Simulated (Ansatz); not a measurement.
Relaxed candidate structures of GaCuSe2:

**A**
```
CELL_PARAMETERS angstrom
      4.99914     0.00000     0.00000
     -2.49957     4.32938     0.00000
      0.00000     0.00000     8.28452
ATOMIC_POSITIONS crystal
  Cu 0.66667 0.33333 0.00000
  Cu 0.33333 0.66667 0.00000
  Ga 0.66667 0.33333 0.27837
  Ga 0.66667 0.33333 0.72162
  Se 0.05414 0.72165 0.50000
  Se 0.66751 0.94586 0.50000
  Se 0.27835 0.33249 0.50000
  Se 0.00000 0.00000 0.00000
```

**B**
```
GaCuSe2
1.0
   -2.80363     2.80363     5.54894
    2.80363    -2.80363     5.54894
    2.80363     2.80363    -5.54894
Cu Ga Se
2 2 4
Cartesian
  0.00000   2.80363   2.77447
  0.00000   0.00000   0.00000
  2.80363   0.00000   2.77447
  0.00000   0.00000   5.54894
  1.40182   1.38131  -1.38723
  1.40182   1.42232   4.16170
  1.42232  -1.40182   6.93618
  1.38131   4.20545   1.38723
```

**C**
```
GaCuSe2
1.0
    3.96320     0.00000     0.00000
    0.00000     3.96320     0.00000
    0.00000     0.00000     9.71508
Cu Ga Se
2 2 4
Direct
  0.00000   0.00000   0.50000
  0.50000   0.50000   0.00000
  0.00000   0.00000   0.00000
  0.50000   0.50000   0.50000
  0.75000   0.75000   0.25000
  0.25000   0.25000   0.25000
  0.75000   0.25000   0.75000
  0.25000   0.75000   0.75000
```

Q: Put the candidates in order of energy per atom, lowest first, for r2SCAN (plane waves to 500 eV, PAW, scalar-relativistic; Ansatz, a program for electronic structure).

A: B (reference, the lowest of the structures calculated here), A (+0.84 eV/atom), C (+0.89 eV/atom)

Q: Which candidates are metallic at this level, and what gaps do the others have?

A: No gap: A, C. B: 0.57 eV (no spin-orbit coupling).

2 runs with a doubtful electronic state, a coarser numerical grid, an end not at rest or a source that can't be used are left out. Each run could gain symmetry but not lose that of its start, so entries can be saddle points. From databases, or of a type measured for this composition: I-42d, tI16, chalcopyrite type; the others are generated cells (placed on structure types, drawn at random, substituted or restacked) that were not matched to a known phase here. Static energies at zero pressure. Each cell has its own k-point mesh; energy differences are given only to the digits this allows. No spin polarisation in the result.
